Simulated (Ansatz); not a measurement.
# Profile along the Mg–Mg line in Mg (hcp, Mg type)

Mg (hcp, Mg type)

```
CELL_PARAMETERS angstrom
      3.17453     0.00000     0.00000
     -1.58726     2.74922     0.00000
      0.00000     0.00000     5.18496
ATOMIC_POSITIONS crystal
  Mg 0.33333 0.66667 0.75000
  Mg 0.66667 0.33333 0.25000
```

Fields along a shortest Mg–Mg line of a (-1 1 0 2) plane (3.17 Å), from Mg to Mg, interpolated on the slice's grid (step about 0.2 Å). Computed with r2SCAN (plane waves to 500 eV, PAW, scalar-relativistic; Ansatz, a program for electronic structure). k mesh 17×17×9. These are valence fields of a PAW run, semicore shells included where kept as valence: close to a nucleus they are smooth pseudo fields. Mg was relaxed with its symmetry unable to fall. The PAW data are Ansatz's earlier set.

```csv
distance from Mg (Å),valence electron density (e/Å³),electron localisation function
0.00,30.39,x
0.16,25.46,x
0.32,15.55,x
0.48,5.66,x
0.63,0.97,0.26
0.79,0.22,0.09
0.95,0.13,0.05
1.11,0.11,0.18
1.27,0.10,0.39
1.43,0.10,0.54
1.58,0.10,0.60
1.74,0.10,0.54
1.90,0.10,0.39
2.06,0.11,0.18
2.22,0.13,0.05
2.38,0.22,0.09
2.54,0.97,0.26
2.69,5.66,x
2.85,15.55,x
3.01,25.46,x
3.17,30.39,x
```

x: too close to a nucleus for the ELF to mean much.

Density on the Mg–Mg line (3.17 Å) at its midpoint: 0.10 e/Å³. ELF at that point: 0.6. ELF maximum in the middle third of the Mg–Mg line: 0.60, 1.6 Å from Mg.
